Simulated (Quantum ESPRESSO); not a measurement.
# Rh2AlTa2Ru2Sn: input and log of a self-consistent run

Computed values, not a measurement. The program is pw.x of Quantum ESPRESSO 7.5 (plane-wave density functional theory). The cell is made up: eight metal atoms on a hexagonal close-packed lattice, with elements, volume, strain and displacements drawn at random and not relaxed, so it may be unstable or far from any real phase. PseudoDojo standard norm-conserving files set the functional (PBE unless stated); there is no spin polarisation or spin-orbit coupling, the Fermi-Dirac width of 0.25 eV means electrons at about 2900 K, and the masses in the input are unused placeholders. The tin pseudopotential is less sure than most, with forces differing by about three percent from a second method on plain tin. Heavy elements are run without spin-orbit coupling, which real alloys of them have. A spin test at this wide smearing found no moment, but such smearing suppresses magnetism that the real alloy may have.

Input:

```
&control calculation='scf', pseudo_dir='./dojo.nc.sr.pbe.v0_5.standard.upf', outdir='./o', disk_io='minimal', tprnfor=.true., tstress=.true. /
&system ibrav=0, nat=8, ntyp=5, nbnd=72, ecutwfc=87.97787729, nosym=.true., tot_charge=0,
 occupations='smearing', smearing='fd', degauss=0.0183746611
/
&electrons conv_thr=1.470e-08, electron_maxstep=70, mixing_beta=0.5 /
ATOMIC_SPECIES
Al 1.0 Al.upf
Rh 1.0 Rh.upf
Ru 1.0 Ru.upf
Sn 1.0 Sn.upf
Ta 1.0 Ta.upf
CELL_PARAMETERS angstrom
2.8952 -0.023 4.7467
2.8152 0.0667 -4.698
-2.8173 4.872 -0.0716
ATOMIC_POSITIONS angstrom
Rh 0.0157 -0.0118 -0.0115
Al -1.4003 2.3946 0.0022
Ta 2.7562 1.7062 -2.326
Rh 1.42 4.1094 -2.3989
Ru 2.896 -0.0266 0.0102
Sn 1.4083 2.4181 0.0146
Ta 2.8517 1.564 2.3556
Ru 1.4513 4.1169 2.3435
K_POINTS automatic
5 5 5 1 1 1
```

The log is shortened where brackets say so; the opening notice, blank lines, dates and the lines on written files are dropped, and the path of the files is cut. It prints rydbergs, bohrs and kilobars, and counts compression as positive stress. Its total energy is the free energy E - TS of the whole cell.

```
     Program PWSCF v.7.5
     Parallel version (MPI & OpenMP), running on       4 processor cores
     Number of MPI processes:                 4
     Threads/MPI process:                     1
     [start-up lines left out]
     bravais-lattice index     =            0
     lattice parameter (alat)  =      10.5069  a.u.
     unit-cell volume          =     890.3781 (a.u.)^3
     number of atoms/cell      =            8
     number of atomic types    =            5
     number of electrons       =       109.00
     number of Kohn-Sham states=           72
     kinetic-energy cutoff     =      87.9779  Ry
     charge density cutoff     =     351.9115  Ry
     scf convergence threshold =      1.5E-08
     mixing beta               =       0.5000
     number of iterations used =            8  plain     mixing
     Exchange-correlation= PBE
                           (   1   4   3   4   0   0   0)
     [axes and pseudopotential details left out]
   Cartesian axes
     site n.     atom                  positions (alat units)
         1        Rh     tau(   1) = (   0.0028237  -0.0021223  -0.0020683  )
         2        Al     tau(   2) = (  -0.2518514   0.4306816   0.0003957  )
         3        Ta     tau(   3) = (   0.4957172   0.3068691  -0.4183435  )
         4        Rh     tau(   4) = (   0.2553946   0.7390975  -0.4314549  )
         5        Ru     tau(   5) = (   0.5208610  -0.0047842   0.0018345  )
         6        Sn     tau(   6) = (   0.2532902   0.4349082   0.0026259  )
         7        Ta     tau(   7) = (   0.5128934   0.2812937   0.4236672  )
         8        Ru     tau(   8) = (   0.2610240   0.7404464   0.4214909  )
     number of k points=    63  Fermi-Dirac smearing, width (Ry)=  0.0184
                       cart. coord. in units 2pi/alat
        k(    1) = (   0.1930015   0.2257352   0.0005091), wk =   0.0320000
        k(    2) = (   0.1912438   0.4529948   0.0026824), wk =   0.0320000
     [further k points left out]
     Dense  grid:    99261 G-vectors     FFT dimensions: (  64,  64,  64)
     Estimated max dynamical RAM per process >     409.40 MB
     Estimated total dynamical RAM >       1.53 GB
     Initial potential from superposition of free atoms
     starting charge     108.9914, renormalised to     109.0000
     Starting wfcs are   73 randomized atomic wfcs
     total cpu time spent up to now is        7.6 secs
     per-process dynamical memory:   320.9 Mb
     Self-consistent Calculation
     iteration #  1     ecut=    87.98 Ry     beta= 0.50
     Davidson diagonalization with overlap
     ethr =  1.00E-02,  avg # of iterations =  5.0
     total cpu time spent up to now is       28.8 secs
     total energy              =   -1295.51261111 Ry
     estimated scf accuracy    <       1.50455100 Ry
     iteration #  2     ecut=    87.98 Ry     beta= 0.50
     Davidson diagonalization with overlap
     ethr =  1.38E-03,  avg # of iterations =  3.7
     total cpu time spent up to now is       49.2 secs
     total energy              =   -1295.11523049 Ry
     estimated scf accuracy    <      12.69211029 Ry
     iteration #  3     ecut=    87.98 Ry     beta= 0.50
     Davidson diagonalization with overlap
     ethr =  1.38E-03,  avg # of iterations =  2.0
     total cpu time spent up to now is       68.5 secs
     total energy              =   -1296.21672229 Ry
     estimated scf accuracy    <       0.18081926 Ry
     iteration #  4     ecut=    87.98 Ry     beta= 0.50
     Davidson diagonalization with overlap
     ethr =  1.66E-04,  avg # of iterations =  4.5
     total cpu time spent up to now is       87.5 secs
     total energy              =   -1296.20732057 Ry
     estimated scf accuracy    <       0.80461178 Ry
     iteration #  5     ecut=    87.98 Ry     beta= 0.50
     Davidson diagonalization with overlap
     ethr =  1.66E-04,  avg # of iterations =  2.0
     total cpu time spent up to now is      103.2 secs
     total energy              =   -1296.26546578 Ry
     estimated scf accuracy    <       0.00401217 Ry
     [iterations 6 to 10 left out]
     iteration # 11     ecut=    87.98 Ry     beta= 0.50
     Davidson diagonalization with overlap
     ethr =  6.61E-08,  avg # of iterations =  1.0
     total cpu time spent up to now is      211.1 secs
     total energy              =   -1296.26615343 Ry
     estimated scf accuracy    <       0.00000148 Ry
     iteration # 12     ecut=    87.98 Ry     beta= 0.50
     Davidson diagonalization with overlap
     ethr =  1.36E-09,  avg # of iterations =  2.0
     total cpu time spent up to now is      233.5 secs
     total energy              =   -1296.26615369 Ry
     estimated scf accuracy    <       0.00000011 Ry
     iteration # 13     ecut=    87.98 Ry     beta= 0.50
     Davidson diagonalization with overlap
     ethr =  1.02E-10,  avg # of iterations =  2.0
     total cpu time spent up to now is      255.4 secs
     total energy              =   -1296.26615370 Ry
     estimated scf accuracy    <       0.00000003 Ry
     iteration # 14     ecut=    87.98 Ry     beta= 0.50
     Davidson diagonalization with overlap
     ethr =  2.44E-11,  avg # of iterations =  2.0
     total cpu time spent up to now is      276.4 secs
     total energy              =   -1296.26615370 Ry
     estimated scf accuracy    <       0.00000006 Ry
     iteration # 15     ecut=    87.98 Ry     beta= 0.50
     Davidson diagonalization with overlap
     ethr =  2.44E-11,  avg # of iterations =  1.8
     total cpu time spent up to now is      297.2 secs
     End of self-consistent calculation
     [lines on levels left out]
!    total energy              =   -1296.26615371 Ry
     estimated scf accuracy    <          3.0E-09 Ry
     smearing contrib. (-TS)   =      -0.11195228 Ry
     internal energy E=F+TS    =   -1296.15420142 Ry
     The total energy is F=E-TS. E is the sum of the following terms:
     one-electron contribution =    -370.30900878 Ry
     hartree contribution      =     250.60102827 Ry
     xc contribution           =    -249.41236329 Ry
     ewald contribution        =    -927.03385762 Ry
     convergence has been achieved in  15 iterations
     Forces acting on atoms (cartesian axes, Ry/au):
     atom    1 type  2   force =    -0.01179188    0.00956393    0.00711828
     atom    2 type  1   force =    -0.01415072    0.02752612   -0.01180334
     atom    3 type  5   force =     0.03335344   -0.05235366   -0.00313915
     atom    4 type  2   force =    -0.00180781   -0.00193462   -0.01681502
     atom    5 type  3   force =    -0.01304652    0.03505466    0.00282539
     atom    6 type  4   force =     0.00311219    0.03259447    0.00689995
     atom    7 type  5   force =    -0.01153929   -0.03215935    0.00677893
     atom    8 type  3   force =     0.01587059   -0.01829155    0.00813498
     Total force =     0.099620     Total SCF correction =     0.000138
     Computing stress (Cartesian axis) and pressure
          total   stress  (Ry/bohr**3)                   (kbar)     P=      -49.63
   0.00025202  -0.00007332  -0.00012975           37.07      -10.79      -19.09
  -0.00007332  -0.00104302  -0.00001044          -10.79     -153.43       -1.54
  -0.00012975  -0.00001044  -0.00022107          -19.09       -1.54      -32.52
     init_run     :      7.21s CPU      7.48s WALL (       1 calls)
     electrons    :    284.52s CPU    289.60s WALL (       1 calls)
     forces       :      2.34s CPU      2.34s WALL (       1 calls)
     stress       :      8.78s CPU      8.78s WALL (       1 calls)
     [timing details left out]
     PWSCF        :   5m 2.97s CPU   5m 8.36s WALL
     JOB DONE.
```

In other units: free energy -17636.599 eV for the cell, pressure -4.96 GPa, largest force component 1.346 eV/Å in size. The run took 310 s of wall time with four MPI processes on a shared machine (Intel Xeon, 2023 or later, virtual cores), so the time is rough. A rerun of this cell at a higher cutoff and on a denser mesh moved values by no more than 0.004 eV in energy, 0.06 GPa in stress and 0.005 eV/Å in force, and a second program with other atomic files agreed on that cell to 2 % rms in force and 0.5 GPa in pressure.